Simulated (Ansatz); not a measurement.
The calculation used Ansatz 0.2.0, DFT PBE, scalar-relativistic, plane waves, PAW. Cutoff 420 eV, Γ-centred meshes of about 0.25 Å⁻¹ or finer for metals and 0.3 Å⁻¹ for insulators (2π included), Gaussian smearing. No spin polarisation.

Temperature and zero-point effects are left out.

Two relaxed structures of Sn₅As₃:

A.

Space group P-62m (No. 189). a = 7.892 Å, b = 7.892 Å, c = 3.835 Å, α = 90.00°, β = 90.00°, γ = 120.00°
```json
{"atom": "Sn", "site": "2d", "symmetry": "-6..", "x": "0.6667", "y": "0.3333", "z": "0.5000"}
{"atom": "Sn", "site": "3g", "symmetry": "m2m", "x": "0.0000", "y": "0.2274", "z": "0.5000"}
{"atom": "As", "site": "3f", "symmetry": "m2m", "x": "0.0000", "y": "0.6631", "z": "0.0000"}
```

B.

Space group P4/mmm (No. 123). a = 3.654 Å, b = 3.654 Å, c = 14.932 Å, α = 90.00°, β = 90.00°, γ = 90.00°
```json
{"atom": "Sn", "site": "2g", "symmetry": "4mm", "x": "0.0000", "y": "0.0000", "z": "0.8523"}
{"atom": "Sn", "site": "2g", "symmetry": "4mm", "x": "0.0000", "y": "0.0000", "z": "0.3879"}
{"atom": "Sn", "site": "1c", "symmetry": "4/mmm", "x": "0.5000", "y": "0.5000", "z": "0.0000"}
{"atom": "As", "site": "2h", "symmetry": "4mm", "x": "0.5000", "y": "0.5000", "z": "0.2350"}
{"atom": "As", "site": "1d", "symmetry": "4/mmm", "x": "0.5000", "y": "0.5000", "z": "0.5000"}
```

**Question.** Which would you expect to be lower, and how large is the difference?

**Answer.** B is lower, by 35 meV/atom. A has space group P-62m (No. 189), 25.9 Å³/atom and no gap on its mesh; B has space group P4/mmm (No. 123), 24.9 Å³/atom and no gap. Counting As atoms around Sn (those within 1.25 times the shortest such distance or 1.15 times the sum of covalent radii; the shortest distance is added where it is long for a bond; a slash parts the counts of unlike sites), A has Sn 4/6 from 3.2 Å and B has Sn 2 from 3.5 Å/4/4+4 from 3.1 Å. The denser one is the lower, and pressure would at first widen the difference. Even the lower one lies +0.12 eV/atom against the reference forms of the elements (uncorrected), so neither is stable at this level. In A, Sn on a site of symmetry -6 has 3 Sn at 3.13 Å, 6 As at 3.24 Å and 2 Sn at 3.83 Å; Sn on a site of symmetry m2m has 4 As at 3.03 Å, 4 Sn at 3.11–3.13 Å, 2 Sn at 3.83 Å and 2 As at 3.94 Å; As has 4 Sn at 3.03 Å, 4 Sn at 3.24 Å, 2 As at 3.83 Å and 2 Sn at 3.94 Å. In B, Sn on a site of symmetry 4mm is surrounded by 4 As at 2.89 Å and 9 Sn at 3.40–3.65 Å; around Sn on a second site of symmetry 4mm lie 4 As at 3.08 Å, 1 Sn at 3.35 Å, 4 As at 3.45 Å and 5 Sn at 3.59–3.65 Å; As on a site of symmetry 4mm is surrounded by 4 Sn at 2.89 Å, 5 Sn at 3.45–3.51 Å, 4 As at 3.65 Å and 1 As at 3.96 Å; 2 more sites not described. Both come from trial cells of a structure search, whose lowest cell (P4mm, 27.3 Å³/atom) lies 128 meV/atom below the lower of the two.

In P-62m, P4/mmm an odd number of electrons in the primitive cell allows no gap without spin; a larger cell or a magnetic state could open one. Cells relaxed within their symmetry can be saddle points. Some structure types and database cells were kept out of the candidates from the start, so a known form may be missing.
